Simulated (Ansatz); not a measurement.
SiC in space group P6_3mc (No. 186; Pearson symbol hP16), DFT-r²SCAN in the program Ansatz with PAW potentials. The conduction-band minimum lies at M, with 3 equivalent valleys. Second derivatives d²E/dk² of the lowest band at one valley (eV·Å²), along Cartesian directions:

```tsv
direction	d²E/dk²
[100]	32.97
[010]	13.80
[001]	14.83
[110]	23.40
[101]	23.93
[011]	14.32
```

Question: Find the principal effective masses, the density-of-states mass and the conductivity mass.

Answer: Off-diagonal terms follow from H_xy = H[110] − (H_xx + H_yy)/2, and m*/mₑ = 7.620 eV·Å² over each eigenvalue: 0.23, 0.51, 0.55. One valley's DOS mass (m₁m₂m₃)^(1/3) = 0.40, conductivity mass 3/(Σ 1/mᵢ) = 0.37 mₑ.

Question: What effective density of states Nc follows at 300 K for parabolic valleys?

Answer: Nc = 2.509e19 × 3 × (0.40)^(3/2) ≈ 1.9e19 cm⁻³.

Question: With the computed static dielectric constant 9.90 (mean of the diagonal), estimate a hydrogenic donor's binding energy and radius.

Answer: E = 13.606 eV × 0.37/9.90² ≈ 51 meV; a = 0.529 Å × ε/m* ≈ 14 Å. Semilocal masses tend to be too small where the gap is.

The workflow started from an entry of the Crystallography Open Database (COD). Its sites differ from those of the usual phase in this space group: another stacking or structure type. Symmetry was held in the r²SCAN relaxation; of distortions, only those at the zone centre were tested.

Potentials: the later of the program's two PAW sets.
